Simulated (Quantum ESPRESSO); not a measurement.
SiGaTiO5F, finding a planted mistake in a log

Computed values, not a measurement. The program is pw.x of Quantum ESPRESSO 7.5 (plane-wave density functional theory). The cell is made up: 9 atoms on a corundum lattice with one site empty, with randomly drawn elements, strain and displacements, not relaxed. PseudoDojo standard norm-conserving files (v0.5 for PBE, v0.4.1 for LDA and PBEsol) set the functional; there is no spin polarisation, spin-orbit coupling or dispersion term, and the masses in the input are unused placeholders.

Intended input:

```
&control calculation='scf', pseudo_dir='./dojo.nc.sr.pbe.v0_5.standard.upf', outdir='./o', disk_io='medium', tprnfor=.true., tstress=.true. /
&system ibrav=0, nat=9, ntyp=5, nbnd=39, ecutwfc=84.00895049, nosym=.true., tot_charge=0,
 occupations='smearing', smearing='fd', degauss=0.0018374661
/
&electrons conv_thr=7.350e-09, electron_maxstep=60, /
ATOMIC_SPECIES
F 1.0 F.upf
Ga 1.0 Ga.upf
O 1.0 O.upf
Si 1.0 Si.upf
Ti 1.0 Ti.upf
CELL_PARAMETERS angstrom
2.6416 1.533 4.7045
-2.6188 1.4862 4.7068
-0.0291 -3.0762 4.7241
ATOMIC_POSITIONS angstrom
Si 0.1562 -0.0897 5.0176
Ga -0.0527 -0.0168 2.1236
Ti -0.0591 0.021 12.1279
O -1.0684 1.6876 8.2955
O -0.6852 -1.6973 8.3127
O 1.9347 0.2507 8.113
O 0.9658 -1.4692 5.9388
F 0.8888 1.4922 5.7655
O -1.7217 -0.1508 5.9931
K_POINTS automatic
5 5 5 1 1 1
```

The log is shortened where brackets say so; the opening notice, blank lines, dates and the lines on written files are dropped, and the path of the files is cut. It prints rydbergs, bohrs and kilobars, and counts compression as positive stress. Where no state is partly filled, the Fermi energy that it prints is only some level between the filled and the empty states on the mesh, and need not lie in the true gap.

Log of the intended run:

```
     Program PWSCF v.7.5
     Parallel version (MPI & OpenMP), running on       1 processor cores
     Number of MPI processes:                 1
     Threads/MPI process:                     1
     [start-up lines left out]
     bravais-lattice index     =            0
     lattice parameter (alat)  =      10.5994  a.u.
     unit-cell volume          =     766.9660 (a.u.)^3
     number of atoms/cell      =            9
     number of atomic types    =            5
     number of electrons       =        66.00
     number of Kohn-Sham states=           39
     kinetic-energy cutoff     =      84.0090  Ry
     charge density cutoff     =     336.0358  Ry
     scf convergence threshold =      7.3E-09
     mixing beta               =       0.7000
     number of iterations used =            8  plain     mixing
     Exchange-correlation= PBE
                           (   1   4   3   4   0   0   0)
     [axes and pseudopotential details left out]
   Cartesian axes
     site n.     atom                  positions (alat units)
         1        Si     tau(   1) = (   0.0278483  -0.0159923   0.8945683  )
         2        Ga     tau(   2) = (  -0.0093957  -0.0029952   0.3786083  )
         3        Ti     tau(   3) = (  -0.0105367   0.0037440   2.1622359  )
         4        O      tau(   4) = (  -0.1904809   0.3008756   1.4789723  )
         5        O      tau(   5) = (  -0.1221616  -0.3026050   1.4820388  )
         6        O      tau(   6) = (   0.3449301   0.0446963   1.4464351  )
         7        O      tau(   7) = (   0.1721887  -0.2619379   1.0588054  )
         8        F      tau(   8) = (   0.1584607   0.2660385   1.0279085  )
         9        O      tau(   9) = (  -0.3069552  -0.0268855   1.0684864  )
     number of k points=    63  Fermi-Dirac smearing, width (Ry)=  0.0018
                       cart. coord. in units 2pi/alat
        k(    1) = (   0.0000478   0.0004785   0.1190427), wk =   0.0320000
        k(    2) = (   0.0022558  -0.2438487   0.1974190), wk =   0.0320000
     [further k points left out]
     Dense  grid:    79723 G-vectors     FFT dimensions: (  64,  64,  64)
     Estimated max dynamical RAM per process >     118.36 MB
     Initial potential from superposition of free atoms
     starting charge      65.9951, renormalised to      66.0000
     Starting wfcs are   47 randomized atomic wfcs
     total cpu time spent up to now is       23.5 secs
     per-process dynamical memory:    72.7 Mb
     Self-consistent Calculation
     iteration #  1     ecut=    84.01 Ry     beta= 0.70
     Davidson diagonalization with overlap
     ethr =  1.00E-02,  avg # of iterations =  2.0
     total cpu time spent up to now is       75.5 secs
     total energy              =    -493.41979558 Ry
     estimated scf accuracy    <       3.12686626 Ry
     iteration #  2     ecut=    84.01 Ry     beta= 0.70
     Davidson diagonalization with overlap
     ethr =  4.74E-03,  avg # of iterations =  6.1
     total cpu time spent up to now is      164.1 secs
     total energy              =    -489.34428864 Ry
     estimated scf accuracy    <      50.53235074 Ry
     [iterations 3 to 14 left out]
     iteration # 15     ecut=    84.01 Ry     beta= 0.70
     Davidson diagonalization with overlap
     ethr =  3.14E-10,  avg # of iterations =  2.0
     total cpu time spent up to now is      792.5 secs
     total energy              =    -495.11426161 Ry
     estimated scf accuracy    <       0.00000002 Ry
     iteration # 16     ecut=    84.01 Ry     beta= 0.70
     Davidson diagonalization with overlap
     ethr =  3.47E-11,  avg # of iterations =  2.4
     total cpu time spent up to now is      832.6 secs
     End of self-consistent calculation
     [lines on levels left out]
     the Fermi energy is     6.4340 ev
!    total energy              =    -495.11426161 Ry
     estimated scf accuracy    <          2.9E-09 Ry
     smearing contrib. (-TS)   =      -0.00000000 Ry
     internal energy E=F+TS    =    -495.11426161 Ry
     The total energy is F=E-TS. E is the sum of the following terms:
     one-electron contribution =    -227.32315720 Ry
     hartree contribution      =     151.98626106 Ry
     xc contribution           =    -114.59002946 Ry
     ewald contribution        =    -305.18733601 Ry
     convergence has been achieved in  16 iterations
     Forces acting on atoms (cartesian axes, Ry/au):
     atom    1 type  4   force =    -0.04326256   -0.02927139   -0.07184827
     atom    2 type  2   force =     0.09324392    0.02921010    0.02731926
     atom    3 type  5   force =    -0.00253343    0.05235609    0.04801763
     atom    4 type  3   force =     0.00370169    0.04396828    0.00710351
     atom    5 type  3   force =    -0.08938099   -0.08197614   -0.03038776
     atom    6 type  3   force =     0.05090424   -0.06300942    0.03797731
     atom    7 type  3   force =    -0.04603575    0.06412840   -0.02335271
     atom    8 type  1   force =    -0.03015103   -0.03471178    0.01039682
     atom    9 type  3   force =     0.06351391    0.01930587   -0.00522579
     Total force =     0.249609     Total SCF correction =     0.000106
     Computing stress (Cartesian axis) and pressure
          total   stress  (Ry/bohr**3)                   (kbar)     P=     -248.69
  -0.00176478  -0.00001290   0.00011261         -259.61       -1.90       16.56
  -0.00001290  -0.00179520   0.00043657           -1.90     -264.08       64.22
   0.00011261   0.00043657  -0.00151168           16.56       64.22     -222.38
     init_run     :     22.41s CPU     23.33s WALL (       1 calls)
     electrons    :    799.63s CPU    809.08s WALL (       1 calls)
     forces       :      4.63s CPU      4.67s WALL (       1 calls)
     stress       :     16.89s CPU     16.95s WALL (       1 calls)
     [timing details left out]
     PWSCF        :  14m 3.78s CPU  14m14.42s WALL
     JOB DONE.
```

A second run was made from an input with one planted mistake. Its log:

```
     Program PWSCF v.7.5
     Parallel version (MPI & OpenMP), running on       1 processor cores
     Number of MPI processes:                 1
     Threads/MPI process:                     1
     [start-up lines left out]
     bravais-lattice index     =            0
     lattice parameter (alat)  =      10.5994  a.u.
     unit-cell volume          =     766.9660 (a.u.)^3
     number of atoms/cell      =            9
     number of atomic types    =            5
     number of electrons       =        66.00
     number of Kohn-Sham states=           39
     kinetic-energy cutoff     =      84.0090  Ry
     charge density cutoff     =     336.0358  Ry
     scf convergence threshold =      7.3E-09
     mixing beta               =       0.7000
     number of iterations used =            8  plain     mixing
     Exchange-correlation= PBE
                           (   1   4   3   4   0   0   0)
     [axes and pseudopotential details left out]
   Cartesian axes
     site n.     atom                  positions (alat units)
         1        Ga     tau(   1) = (   0.0278483  -0.0159923   0.8945683  )
         2        Si     tau(   2) = (  -0.0093957  -0.0029952   0.3786083  )
         3        Ti     tau(   3) = (  -0.0105367   0.0037440   2.1622359  )
         4        O      tau(   4) = (  -0.1904809   0.3008756   1.4789723  )
         5        O      tau(   5) = (  -0.1221616  -0.3026050   1.4820388  )
         6        O      tau(   6) = (   0.3449301   0.0446963   1.4464351  )
         7        O      tau(   7) = (   0.1721887  -0.2619379   1.0588054  )
         8        F      tau(   8) = (   0.1584607   0.2660385   1.0279085  )
         9        O      tau(   9) = (  -0.3069552  -0.0268855   1.0684864  )
     number of k points=    63  Fermi-Dirac smearing, width (Ry)=  0.0018
                       cart. coord. in units 2pi/alat
        k(    1) = (   0.0000478   0.0004785   0.1190427), wk =   0.0320000
        k(    2) = (   0.0022558  -0.2438487   0.1974190), wk =   0.0320000
     [further k points left out]
     Dense  grid:    79723 G-vectors     FFT dimensions: (  64,  64,  64)
     Estimated max dynamical RAM per process >     118.36 MB
     Initial potential from superposition of free atoms
     starting charge      65.9951, renormalised to      66.0000
     Starting wfcs are   47 randomized atomic wfcs
     total cpu time spent up to now is       29.0 secs
     per-process dynamical memory:    72.7 Mb
     Self-consistent Calculation
     iteration #  1     ecut=    84.01 Ry     beta= 0.70
     Davidson diagonalization with overlap
     ethr =  1.00E-02,  avg # of iterations =  2.0
     total cpu time spent up to now is       91.4 secs
     total energy              =    -493.39853962 Ry
     estimated scf accuracy    <       3.11681591 Ry
     iteration #  2     ecut=    84.01 Ry     beta= 0.70
     Davidson diagonalization with overlap
     ethr =  4.72E-03,  avg # of iterations =  4.8
     total cpu time spent up to now is      172.0 secs
     total energy              =    -489.35807349 Ry
     estimated scf accuracy    <      50.34543498 Ry
     [iterations 3 to 14 left out]
     iteration # 15     ecut=    84.01 Ry     beta= 0.70
     Davidson diagonalization with overlap
     ethr =  7.42E-11,  avg # of iterations =  2.1
     total cpu time spent up to now is      866.8 secs
     total energy              =    -495.09864086 Ry
     estimated scf accuracy    <       0.00000001 Ry
     iteration # 16     ecut=    84.01 Ry     beta= 0.70
     Davidson diagonalization with overlap
     ethr =  2.17E-11,  avg # of iterations =  2.0
     total cpu time spent up to now is      921.2 secs
     End of self-consistent calculation
     [lines on levels left out]
     the Fermi energy is     6.0802 ev
!    total energy              =    -495.09864086 Ry
     estimated scf accuracy    <          2.5E-09 Ry
     smearing contrib. (-TS)   =      -0.00000000 Ry
     internal energy E=F+TS    =    -495.09864086 Ry
     The total energy is F=E-TS. E is the sum of the following terms:
     one-electron contribution =    -219.76945243 Ry
     hartree contribution      =     148.27490547 Ry
     xc contribution           =    -114.59255282 Ry
     ewald contribution        =    -309.01154108 Ry
     convergence has been achieved in  16 iterations
     Forces acting on atoms (cartesian axes, Ry/au):
     atom    1 type  2   force =    -0.08446002   -0.02060718   -0.06810688
     atom    2 type  4   force =     0.10418173   -0.00880806    0.10377071
     atom    3 type  5   force =    -0.01322173    0.04139952    0.03435431
     atom    4 type  3   force =     0.02189778    0.05577372   -0.09293915
     atom    5 type  3   force =    -0.09378362   -0.09250772   -0.11571452
     atom    6 type  3   force =     0.05768668   -0.01136508   -0.07103089
     atom    7 type  3   force =    -0.01427541   -0.10385646    0.07264782
     atom    8 type  1   force =     0.07151414    0.05479889    0.08305908
     atom    9 type  3   force =    -0.04953955    0.08517237    0.05395952
     Total force =     0.363789     Total SCF correction =     0.000136
     Computing stress (Cartesian axis) and pressure
          total   stress  (Ry/bohr**3)                   (kbar)     P=     -236.26
  -0.00165945  -0.00012820   0.00011088         -244.11      -18.86       16.31
  -0.00012820  -0.00174538   0.00027077          -18.86     -256.75       39.83
   0.00011088   0.00027077  -0.00141330           16.31       39.83     -207.90
     init_run     :     26.28s CPU     28.86s WALL (       1 calls)
     electrons    :    880.17s CPU    892.16s WALL (       1 calls)
     forces       :      7.09s CPU      7.16s WALL (       1 calls)
     stress       :     21.43s CPU     21.50s WALL (       1 calls)
     [timing details left out]
     PWSCF        :  15m35.25s CPU  15m50.26s WALL
     JOB DONE.
```

Question: what was wrong in the second input?

Answer: two atoms have their elements exchanged. The input lines that differ, file-writing options aside:

```
- Si 0.1562 -0.0897 5.0176
+ Ga 0.1562 -0.0897 5.0176
- Ga -0.0527 -0.0168 2.1236
+ Si -0.0527 -0.0168 2.1236
```

|  | intended run | run with the mistake |
| --- | --- | --- |
| free energy (eV) | -6736.373 | -6736.160 |
| smearing term -TS (eV) | 0.0000 | 0.0000 |
| pressure (GPa) | -24.87 | -23.63 |
| largest force component (eV/Å) | 2.397 | 2.975 |
| largest change of a force component (eV/Å) |  | 4.319 |
| iterations | 16 | 16 |

For scale, a rerun of the intended cell at 1437 eV and a 7 x 7 x 7 mesh moved values by no more than 0.003 eV in energy, 0.03 GPa in stress and 0.002 eV/Å in force.